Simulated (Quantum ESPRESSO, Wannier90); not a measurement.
# Wannierisation of GeSe2 (I-42d)

```
begin unit_cell_cart
ang
    5.9366300000    0.0000000000    0.0000000000
    0.0000000000    5.9366300000    0.0000000000
   -2.9683150000   -2.9683150000    4.7856550000
end unit_cell_cart
begin atoms_frac
Ge   0.2500000000 -0.2500000000  0.5000000000
Ge   0.0000000000  0.0000000000  0.0000000000
Se  -0.3750000000 -0.3629600000 -0.2500000000
Se  -0.1129600000  0.3750000000  0.2500000000
Se   0.1250000000  0.1129600000 -0.2500000000
Se   0.3629600000 -0.1250000000  0.2500000000
end atoms_frac
```

Structure: Materials Project mp-10074, symmetrised, not relaxed again. Not found in the COD (Crystallography Open Database) copy used; not checked further. Level: PBEsol, no spin polarisation, no spin-orbit coupling; pw.x of Quantum ESPRESSO at 69 Ry with PseudoDojo potentials, 4×4×4 k-points, Wannier90. Density: 6×6×6 mesh, cold smearing 0.01 Ry. Spin-orbit coupling, left out, would split the p-like bands by a few tenths of an eV.

Bands 35-36 form an isolated set from -9.05 to -5.89 eV relative to the valence-band maximum (on the path) and are turned into 2 Wannier functions by minimising the spread from the start: SCDM (isolated).

**Question.** Where do the functions sit, how wide are they and what are they made of?

**Answer.** 
```csv
functions,spread (Å²),"nearest atom, distance (Å)","second atom, distance (Å)",weight on atomic waves
2,5.08,Ge 0.00,Se 2.37,"Ge 4s 42 %, Se 4p 34 %, Se 4s 18 %"
```

Ω_I = 10.05 Å², Ω_total = 10.15 Å²; the interpolated bands follow pw.x to 4.7 meV rms on the path. Only this start was tried; a symmetric start can stop on a saddle, and mixtures of these functions could lower the total by at most Ω_total − Ω_I.
